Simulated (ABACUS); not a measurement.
Energy against volume for SnGeSe2 (Pmc2_1, 8 atoms in the cell; from Materials Project mp-1218835): the cell is scaled uniformly, and the atoms keep their fractional positions.

```xyz
8
Lattice="3.9596 0.0000 0.0000 0.0000 4.6770 0.0000 0.0000 0.0000 11.3708" Properties=species:S:1:pos:R:3 pbc="T T T"
Sn     1.9798     1.7120     4.3590
Sn     1.9798     2.9650    10.0444
Ge     0.0000     0.5749     7.1347
Ge     0.0000     4.1021     1.4493
Se     0.0000     1.1035     9.6149
Se     0.0000     3.5736     3.9295
Se     1.9798     1.0927     1.6330
Se     1.9798     3.5843     7.3184
```

Level of theory: PBEsol, PseudoDojo 0.4 standard norm-conserving PBEsol (tails mended) pseudopotentials (plane waves; ABACUS).

Held fixed: KPT = Gamma 3 3 1 0 0 0; basis_type = pw; dft_functional = PBESOL; ecutwfc = 86 Ry; smearing_method = gaussian; smearing_sigma = 0.000734986 Ry; potentials = PseudoDojo 0.4 standard norm-conserving PBEsol (tails mended); symmetry = 1; symmetry_prec = 1e-05; ks_solver = cg; scf_nmax = 100; scf_thr = 1.0e-09 Ry; mixing_type = pulay; mixing_beta = 0.4.

The structure comes from a collection of computed structures, made at another level of theory; the collection holds predicted forms beside known ones.

```csv
V (Å³/atom),V/V(base),"ΔF (meV/atom, from the lowest row)",pressure (GPa)
24.743,0.940,8.6,2.57
25.270,0.960,2.3,1.29
25.796,0.980,0.0,0.14
26.059,0.990,0.2,-0.39
26.323,1.000,1.2,-0.89
26.586,1.010,3.1,-1.37
26.849,1.020,5.7,-1.82
27.375,1.040,13.1,-2.65
27.902,1.060,23.0,-3.40
```

Problem. Estimate the equilibrium volume and the bulk modulus from these points.

Solution. A third-order Birch-Murnaghan fit gives V0 = 25.87 Å³/atom and B0 = 53 GPa (largest residual 0.00 meV/atom). V0 and B0 belong to these fixed fractional positions and this cell shape; relaxing them, where they are free, usually lowers B0.

“Tails mended”: in these copies of the files the far tail of each local potential was reset to the Coulomb form.
